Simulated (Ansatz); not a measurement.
# Is this MoH₃ structure a true minimum?

It was reached by relaxing an invented guess, and it needn't be the stable form of this composition.

Method: DFT PBE, scalar-relativistic, plane waves, PAW in Ansatz. Plane waves to 420 eV, a k mesh through Γ of 16×16×16 on the computed 4-atom cell and Gaussian smearing (0.10 eV); collinear spin from starting moments 0.0 0.0 0.0 0.8 μB.

The cell below (4 atoms, space group Pm-3m (No. 221)) is relaxed within its symmetry.

```
CELL_PARAMETERS angstrom
2.91671 0.00000 0.00000
0.00000 2.91671 0.00000
0.00000 0.00000 2.91671
ATOMIC_POSITIONS crystal
H 0.00000 0.50000 0.00000
H 0.50000 0.00000 0.00000
H 0.00000 0.00000 0.50000
Mo 0.50000 0.50000 0.50000
```

For the test a repeat of it with 8 atoms (edges 2.92, 2.92, 5.83 Å) was strained at random (σ = 1.5 % a component), the atoms were moved at random (σ = 0.05 Å), and all was relaxed again on a coarse 8×8×4 mesh (in the run’s order of axes) with 0.20 eV smearing, with no symmetry imposed.

The magnetic state reached may not be the lowest.

**Question.** Is the structure stable against such a distortion?

**Answer.** It returns, within 1 meV/atom of the unmoved cell on that mesh and with the same symmetry when read at 0.1 Å. So it is stable against the distortions that fit this cell and that this random move excites. Modes that don't fit the cell aren't tested.
